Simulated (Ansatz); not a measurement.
Relaxed-ion elastic tensor of Zr2AlN in space group P6_3/mmc (No. 194; Zr on 4f, Al on 2d, N on 2a) in GPa (Voigt order), DFT-PBEsol in the program Ansatz with PAW potentials; density 5.77 g/cm³, 16.07 Å³ per atom.

```
 280  81.8  96.2   0.0   0.0   0.0
81.8   280  96.2   0.0   0.0   0.0
96.2  96.2   253   0.0   0.0   0.0
 0.0   0.0   0.0   115   0.0   0.0
 0.0   0.0   0.0   0.0   115   0.0
 0.0   0.0   0.0   0.0   0.0  98.9
```

Task: Is the crystal mechanically stable?

Result: Yes: the smallest eigenvalue of C is 98.9 GPa.

Task: Work out the Voigt, Reuss and Hill averages.

Result: K_V = 151, K_R = 151, K_H = 151; G_V = 102, G_R = 100, G_H = 101 GPa.

Task: Give Young's modulus, Poisson's ratio, Pugh's ratio and the universal anisotropy index.

Result: E = 9KG/(3K + G) = 248 GPa; ν = 0.23; K/G = 1.50 (brittle by the Pugh limit of 1.75); A_U = 5G_V/G_R + K_V/K_R − 6 = 0.09.

Task: Estimate the sound speeds and the Debye temperature.

Result: v_l = √((K + 4G/3)/ρ) = 7040 m/s, v_t = √(G/ρ) = 4180 m/s, mean 4630 m/s; Θ = (h/k)(3n/4πV)^(1/3) v_m = 546 K.

Task: Solve the Christoffel equation for the three sound speeds along x, y, z.

Result: Eigenvalues of C_ijkl n_j n_l equal ρv². In km/s, slowest first: x 4.14, 4.47, 6.96; y 4.14, 4.47, 6.96; z 4.47, 4.47, 6.63.

Task: How much does each axis shrink under pressure?

Result: Linear compressibilities β_i = Σ_j S_ij (j = 1 to 3): x 2.2, y 2.2, z 2.3 per TPa.

The first step of the workflow began from a Materials Project structure, measured or hypothetical; the Crystallography Open Database copy checked does not list it. Its standing as an ambient phase is unchecked. The cell was relaxed with PBEsol under the symmetry of its start; whether a distortion lowers the energy is not shown. No spin polarisation was allowed. As this level gives no gap, shear constants depend on the k-mesh and smearing (Fermi–Dirac, 0.1 eV here). On the denser mesh and wider smearing of the elastic run this cell carries a stress of 0.3 GPa.

Potentials: the later of the program's two PAW sets.
